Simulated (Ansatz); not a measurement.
Si$_{2}$HIr$_{2}$: reading a single point

```
Si H Ir
1.0
     0.00000    3.73836    0.00000
     3.73836    0.00000    0.00000
     1.86918    1.86918   -4.57799
Si H Ir
2 1 2
Cartesian
  1.8692 1.8692 -1.1445
  3.7384 3.7384 -3.4335
  0.0000 0.0000 0.0000
  1.8692 3.7384 -2.2890
  3.7384 1.8692 -2.2890
```

Level: r2SCAN, no spin polarisation; 500 eV; 10×10×10 Γ-centred mesh; fermi-dirac occupations (width 0.0639 eV); Ansatz 0.2.0, fixed geometry.

**Question.** What is the formation energy?

**Answer.** 0.50 eV an atom against the elements' usual phases (free molecules for gases, crystals otherwise, with no correction for O₂ or N₂), so at this geometry it isn't bound against them. Relaxing would lower it.

**Question.** Is the cell too large or too small?

**Answer.** The pressure is 53.3 GPa (compression positive), so with the atoms held at these fractions the cell would first expand; the forces are large, so a full relaxation may end otherwise. The principal stresses 37.1, 61.3, 61.3 GPa differ, so its shape would change too.

**Question.** Which element gives electrons and which takes them?

**Answer.** Bader charges in e: Si +1.88, H -0.16, Ir -1.80. In the mean Si gives up most and Ir takes most.

**Question.** Is there a gap?

**Answer.** It is a metal, with about 1.7 states/eV a cell as the mean within 0.25 eV of the Fermi level, mostly H s (38 %), Ir d (31 %) and Si p (15 %).

**Question.** Where is the largest force?

**Answer.** The largest is on Si1 (and as large on other atoms): 4.89 eV/Å, components (0.00, 0.00, 4.89). It makes 121° with the line to a nearest neighbour, Ir4 at 2.19 Å.

Origin: a known structure type with other elements, at an estimated volume, so it need not be a known compound. Caveats: atoms or cell far from equilibrium.
